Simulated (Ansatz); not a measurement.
# Cr₂B: enthalpy against pressure

Cr₂B, I4/mcm, a = 5.085 Å, c = 4.234 Å. The structure is a COD entry; whether it is the stable form wasn't checked. Ansatz: PBEsol, PAW, 420 eV, Γ-centred 12×12×12 mesh on 6 atoms, Gaussian smearing 0.10 eV; no spin polarisation. Cell and atoms are relaxed at each pressure, and no other structure is tried, so the rows at high pressure may lie past a change of phase. y is the enthalpy over the state at zero pressure; there V0 = 9.125 Å³/atom. The pressures are the targets, met within 0.04 GPa.

```tsv
P (GPa)	y (eV/atom)
-1.0	-0.0570
0.0	0.0000
1.0	0.0569
4.0	0.2264
12.0	0.6711
25.0	?
50.0	2.6655
90.0	4.6075
```

Problem. Fit y = c1 P + c2 P² + c3 P³ to the other rows, say what c1 and c2 mean, and predict the missing value.

Solution. Least squares on the rows shown. y = 0.056884 P − 8.1828×10⁻⁵ P² + 2.0673×10⁻⁷ P³. Since dH/dP = V, c1 is V0: 0.056884 eV/GPa × 160.2 = 9.113 Å³ against 9.125; c2 = −V0/(2B0) gives B0 = 348 GPa, where a Birch–Murnaghan fit to the volumes of the same runs (not shown) gives 317 GPa: a cubic over this range folds the higher terms into c2. At P = 25.0 the fit asked for gives 1.3742 eV/atom. The run gave 1.3735 eV/atom, so the fit is 0.0007 eV/atom too high, 0.015 % of the span of the series, against an rms of 0.00009 eV/atom on the fitted rows. With a term in P⁴ added, a fit to the same known rows predicts 1.3733 eV/atom, so most of the miss is curvature that the known rows already hold.

Spin polarisation was left out, and a magnetic state may lie lower.